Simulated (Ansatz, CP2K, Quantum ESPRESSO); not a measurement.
# Nb: 3 runs at one level of theory

```
Nb
1.0
     2.88205    0.00000    0.00000
    -0.96068    2.71722    0.00000
     0.00000    0.00000   24.41272
Nb
5
Direct
  0.50000 0.50000 0.30722
  0.00000 0.00000 0.40361
  0.50000 0.50000 0.50000
  0.00000 0.00000 0.59639
  0.50000 0.50000 0.69278
```

Alike in all runs: functional PBE; k mesh 10 × 10 × 1; occupations fermi-dirac, width 0.05 eV; no spin polarisation; no spin-orbit coupling.

```tsv
program and potentials	plane-wave cutoff (eV)	notes	band gap (eV)	largest force (eV/Å)
Ansatz, Ansatz PAW	420	-	no gap	0.529
Quantum ESPRESSO, PseudoDojo 0.4.1 SR PBE standard	1116	-	?	?
CP2K, POTENTIAL_UZH Nb GTH-PBE-q13; TZVP-MOLOPT-PBE-GTH basis	-	atomic basis	no gap	0.490
```

Estimate from the other rows what the run with Quantum ESPRESSO, PseudoDojo 0.4.1 SR PBE standard gave.

No band gap; largest force 0.519 eV/Å. The other rows, which needn't bracket it: largest force 0.490 to 0.529.
